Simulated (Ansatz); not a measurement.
The start is a generated cell, Hf built in the AFLOW prototype A_cI16_206_c (as in Si). A full variable-cell relaxation at zero pressure is run with PBE (plane waves to 420 eV, PAW, scalar-relativistic; Ansatz, an electronic-structure program). The first steps use a coarse 7×7×7 k-mesh.

The start:
```yaml
crystal:
  lattice:
    - [-3.55409, 3.55409, 3.55409]
    - [3.55409, -3.55409, 3.55409]
    - [3.55409, 3.55409, -3.55409]
  atoms:
    - { symbol: Hf, position: [0.29980, 0.29980, 0.29980] }
    - { symbol: Hf, position: [0.50000, 0.00000, 0.20020] }
    - { symbol: Hf, position: [0.00000, 0.20020, 0.50000] }
    - { symbol: Hf, position: [0.20020, 0.50000, 0.00000] }
    - { symbol: Hf, position: [0.70020, 0.70020, 0.70020] }
    - { symbol: Hf, position: [0.50000, 0.00000, 0.79980] }
    - { symbol: Hf, position: [0.00000, 0.79980, 0.50000] }
    - { symbol: Hf, position: [0.79980, 0.50000, 0.00000] }
```

Question: What symmetry does the relaxed structure have?

Answer: The space group goes from Ia-3 (No. 206) to Ia-3d (No. 230), with 8 atoms in the primitive cell.

Question: How does the volume per atom move from start to end?

Answer: +20.9 %, from 22.45 to 27.14 Å³/atom.

Question: How do the shortest distances between atoms change?

Answer: The closest pairs of elements (up to four, under 3.6 Å), start → end: Hf–Hf 2.46 → 2.68 Å.

Question: What does it relax into? Give the structure.

Answer: 
```cif
data_Hf16
_chemical_formula_sum 'Hf16'
_space_group_name_H-M_alt 'Ia-3d'
_space_group_IT_number 230
_space_group_name_Hall '-I 4bd 2c 3'
_cell_length_a 7.57257
_cell_length_b 7.57257
_cell_length_c 7.57257
_cell_angle_alpha 90.000
_cell_angle_beta 90.000
_cell_angle_gamma 90.000
loop_
_atom_site_label
_atom_site_type_symbol
_atom_site_symmetry_multiplicity
_atom_site_Wyckoff_symbol
_atom_site_fract_x
_atom_site_fract_y
_atom_site_fract_z
_atom_site_occupancy
Hf1 Hf 16 b 0.12500 0.12500 0.12500 1
```
(The calculation used a cell of 8 atoms; values per cell refer to that cell.)

Final values are on a 9×9×9 k-mesh of the relaxed cell. The start holds a very short contact (Hf–Hf 2.46 Å). No spin polarisation in the result.

The run could not lose the symmetry of its start, so the end can be a saddle point.

The relaxed structure here is a generated cell of Hf: the first start was made by placing the elements on the sites of a structure type, and the end was not matched to a known phase here, so it may be hypothetical. Known forms of Hf include space group No. 194.
